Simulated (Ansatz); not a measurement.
Ansatz 0.2.0, single run: VInP2Se6

Launch command:

```bash
ansatz run input.yaml --threads 1 --pin off --max-ram 2560MiB --backend cpu --events-out ev --progress --plain --runs-dir out
```

Input:

```yaml
crystal:
  lattice:
    - [6.379004, 0.0, 0.0]
    - [3.189502, -5.543985, 0.0]
    - [2.032781, 0.0, -6.724421]
  atoms:
    - { symbol: V, position: [0.327, 0.346, 0.0] }
    - { symbol: Se, position: [0.3872, 0.6594, 0.7402] }
    - { symbol: Se, position: [0.9534, 0.6594, 0.2598] }
    - { symbol: In, position: [0.668, 0.664, 0.0] }
    - { symbol: Se, position: [0.7231, 0.0476, 0.7484] }
    - { symbol: Se, position: [0.2293, 0.0476, 0.2516] }
    - { symbol: P, position: [0.0511, 0.0, 0.8354] }
    - { symbol: P, position: [0.9489, 0.0, 0.1646] }
    - { symbol: Se, position: [0.5641, 0.3214, 0.2547] }
    - { symbol: Se, position: [0.1145, 0.3214, 0.7453] }
  symmetry: { tolerance: 0.0003 }
kpoints:
  mp_grid: { grid: [5, 5, 4], shift: [0, 0, 0] }
magnetization:
  spin_polarized: false
scf:
  occupations: { method: gaussian, width: 0.0733 }
hamiltonian:
  pseudopotentials: { kind: paw }
  xc: pbe
basis:
  ecutwfc: 420
output:
  forces: true
  stress: true
  eigenvalues: true
```

Origin of the cell: a known structure type with other elements, at an estimated volume, so it need not be a known compound.

Output (shortened):

```
Pseudopotentials: kind: paw
Pseudopotential: V, paw, valence charge 13, recommended cutoff 420 eV (normal), V.paw.azcp
Pseudopotential: Se, paw, valence charge 16, recommended cutoff 420 eV (normal), Se.paw.azcp
Pseudopotential: In, paw, valence charge 13, recommended cutoff 420 eV (normal), In.paw.azcp
Pseudopotential: P, paw, valence charge 5, recommended cutoff 420 eV (normal), P.paw.azcp
Functional definition: PBE
  exchange = pbe_x(kappa = kappa, mu = beta*pi^2/3)
  correlation = pbe_c(beta = beta)
Crystal: 10 atoms, lattice volume = 237.810 Å³
Basis set: ecut = 420 eV, 4665 PW (Γ), exchange–correlation on 90×90×96 points (8 copies of the dense FFT grid, shifted against one another)
Bands: 80, of which v1, the nominal top of the filled ones, is band 66 counted from 1 (65 counted from 0)
Symmetry: 2 space group operations
[… 10 lines left out …]
Initial density: superposition of atomic densities (neutral atoms: chi_scale 0, normalization atom), corrected by the library's trained network
Functional: x = pbe(κ = 0.804, μ = 0.219515), c = pbe(β = 0.066725)
SCF iter   1: F=—  HF=-42837.941988 eV  Δρ=6.36e-3  dr2=1.55e-1  defer=18
SCF iter   2: F=—  HF=-42837.939559 eV  Δρ=4.63e-3  dr2=3.90e-2  defer=178
SCF iter   3: F=—  HF=-42837.945964 eV  Δρ=7.37e-3  dr2=6.31e-2  defer=178
SCF iter   4: F=—  HF=-42837.934642 eV  Δρ=1.55e-3  dr2=5.25e-3  defer=178
SCF iter   5: F=—  HF=-42837.934304 eV  Δρ=6.11e-4  dr2=1.50e-3  defer=178
SCF iter   6: F=—  HF=-42837.934262 eV  Δρ=2.63e-4  dr2=1.63e-4  defer=178
SCF iter   7: F=—  HF=-42837.934276 eV  Δρ=9.38e-5  dr2=1.37e-5  defer=178
SCF iter   8: F=—  HF=-42837.934245 eV  Δρ=3.13e-5  dr2=1.14e-6  defer=115
SCF iter   9: F=—  HF=-42837.934246 eV  Δρ=1.05e-5  dr2=1.90e-7  defer=113
SCF iter  10: F=-42837.934246 eV  HF=-42837.934246 eV  Δρ=3.20e-6  dr2=3.52e-8
SCF 1 converged in 10 iterations: F = -42837.934246 eV  dr2 = 3.52e-8
SCF converged after 10 iterations
Free energy (F): -42837.934246 eV
Harris-Foulkes:  -42837.934246 eV  (|F-HF|=1.99e-8)
Internal energy: -42837.898867 eV  (E = F + TS)
E sigma→0 (E₀):  -42837.916556 eV
Entropy (-TS):   -0.035379 eV (-3.538 meV/atom)
Fermi energy:    8.957134 eV
--- Per-component energies (eV) ---
  E_band       = -2616.344515
  E_kinetic    = 1432.264923
  E_local      = -18501.711852  (includes V_loc(G=0)·N_el)
  E_nonlocal   = -3180.606099
  E_hartree    = 8906.683375
  E_xc         = -1094.988145
  E_vxc        = -976.260757  (∫ρ·V_xc dr)
  E_paw        = -17874.458736  (= ΣΔE_a)
  E_vpaw       = 796.614440  (= ΣTr[D̂ρ^β])
  E_aug_tail   = -0.003288  (compensation charges beyond the density's cutoff)
  E_ewald      = -12525.079044
  E_smearing   = -0.035379  (= −TS)
  Σ components = -42837.934246   (vs F -42837.934246, Δ=0.00e0)
--- Forces (eV/Å), atoms counted from 1 ---
  atom   1  V      0.000000     0.239973     0.000000
  atom   2  Se     0.315960     1.058080    -0.136409
  atom   3  Se    -0.315960     1.058080     0.136409
  atom   4  In     0.000000    -0.149064     0.000000
  atom   5  Se    -0.804588    -0.245241    -0.321694
  atom   6  Se     0.804588    -0.245241     0.321694
  atom   7  P      0.024604    -0.648423    -0.266363
  atom   8  P     -0.024604    -0.648423     0.266363
  atom   9  Se    -0.461249    -0.209867     0.392465
  atom  10  Se     0.461249    -0.209867    -0.392465
  max |Σ_I F_I| component: 6.13e-6 eV/Å
--- Stress (GPa, compression-positive) ---
        4.553397       0.000000      -0.010458
        0.000000       5.042328       0.000000
       -0.010458       0.000000      -0.997009
  P = ⅓ Tr σ = 2.8662 GPa (28.662 kbar)
```

Caveats: no spin polarisation, so a magnetic state may lie lower.

Time: 48 s on 1 thread of Intel(R) Xeon(R) Platinum 8375C CPU @ 2.90GHz (Ice Lake), with other jobs on the host, peak memory 0.83 GiB, from the program's own first density.
